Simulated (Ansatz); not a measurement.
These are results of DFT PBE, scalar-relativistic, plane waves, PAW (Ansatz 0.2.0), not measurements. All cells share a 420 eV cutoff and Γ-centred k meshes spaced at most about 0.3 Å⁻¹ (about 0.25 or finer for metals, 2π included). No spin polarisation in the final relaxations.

These are static total energies at zero pressure. All come from trial cells, and lower structures may exist.

Question: These unrelaxed guesses for Bi2B3Br are each relaxed within their symmetry. Order them by the energy at which they end, lowest first.
1.

```cif
data_structure
_symmetry_space_group_name_H-M 'R3m:H'
_symmetry_Int_Tables_number 160
_cell_length_a 6.6074
_cell_length_b 6.6074
_cell_length_c 10.6254
_cell_angle_alpha 90.000
_cell_angle_beta 90.000
_cell_angle_gamma 120.000
_cell_volume 401.73
loop_
_atom_site_label
_atom_site_type_symbol
_atom_site_symmetry_multiplicity
_atom_site_Wyckoff_symbol
_atom_site_fract_x
_atom_site_fract_y
_atom_site_fract_z
_atom_site_occupancy
B1 B 9 b 0.11888 0.88112 0.02567 1
Bi1 Bi 3 a 0.33333 0.66667 0.01728 1
Bi2 Bi 3 a 0.33333 0.66667 0.44611 1
Br1 Br 3 a 0.33333 0.66667 0.74911 1
```

2.

```cif
data_structure
_symmetry_space_group_name_H-M 'P6mm'
_symmetry_Int_Tables_number 183
_cell_length_a 5.7458
_cell_length_b 5.7458
_cell_length_c 4.2438
_cell_angle_alpha 90.000
_cell_angle_beta 90.000
_cell_angle_gamma 120.000
_cell_volume 121.34
loop_
_atom_site_label
_atom_site_type_symbol
_atom_site_symmetry_multiplicity
_atom_site_Wyckoff_symbol
_atom_site_fract_x
_atom_site_fract_y
_atom_site_fract_z
_atom_site_occupancy
B1 B 3 c 0.00000 0.50000 0.99502 1
Bi1 Bi 2 b 0.66667 0.33333 0.49615 1
Br1 Br 1 a 0.00000 0.00000 0.19263 1
```

3.

```cif
data_structure
_symmetry_space_group_name_H-M 'P-4m2'
_symmetry_Int_Tables_number 115
_cell_length_a 3.7667
_cell_length_b 3.7667
_cell_length_c 8.3137
_cell_angle_alpha 90.000
_cell_angle_beta 90.000
_cell_angle_gamma 90.000
_cell_volume 117.95
loop_
_atom_site_label
_atom_site_type_symbol
_atom_site_symmetry_multiplicity
_atom_site_Wyckoff_symbol
_atom_site_fract_x
_atom_site_fract_y
_atom_site_fract_z
_atom_site_occupancy
B1 B 1 b 0.50000 0.50000 0.00000 1
B2 B 2 g 0.00000 0.50000 0.38350 1
Bi1 Bi 2 g 0.00000 0.50000 0.73650 1
Br1 Br 1 a 0.00000 0.00000 0.00000 1
```

4.

```cif
data_structure
_symmetry_space_group_name_H-M 'P4/mmm'
_symmetry_Int_Tables_number 123
_cell_length_a 4.7750
_cell_length_b 4.7750
_cell_length_c 6.1179
_cell_angle_alpha 90.000
_cell_angle_beta 90.000
_cell_angle_gamma 90.000
_cell_volume 139.49
loop_
_atom_site_label
_atom_site_type_symbol
_atom_site_symmetry_multiplicity
_atom_site_Wyckoff_symbol
_atom_site_fract_x
_atom_site_fract_y
_atom_site_fract_z
_atom_site_occupancy
B1 B 2 g 0.00000 0.00000 0.87400 1
B2 B 1 b 0.00000 0.00000 0.50000 1
Bi1 Bi 2 f 0.00000 0.50000 0.00000 1
Br1 Br 1 c 0.50000 0.50000 0.00000 1
```

Answer: 1 (ends in R3m, 0 meV/atom), 4 (ends in P4/mmm, 99 meV/atom), 3 (ends in P-4m2, 0.87 eV/atom), 2 (ends in P6/mmm, 0.92 eV/atom). Even the lowest end lies +0.53 eV/atom against the elements.

No dispersion correction is applied, so the spacing and binding between layers, chains or molecules are poorly described (R3m, P-4m2), and this can change margins and order among such cells. Spin–orbit coupling, which can matter for Bi, is left out. Cells relaxed within their symmetry can be saddle points. Some types were kept out of the candidates beforehand, so the set may lack a known form.
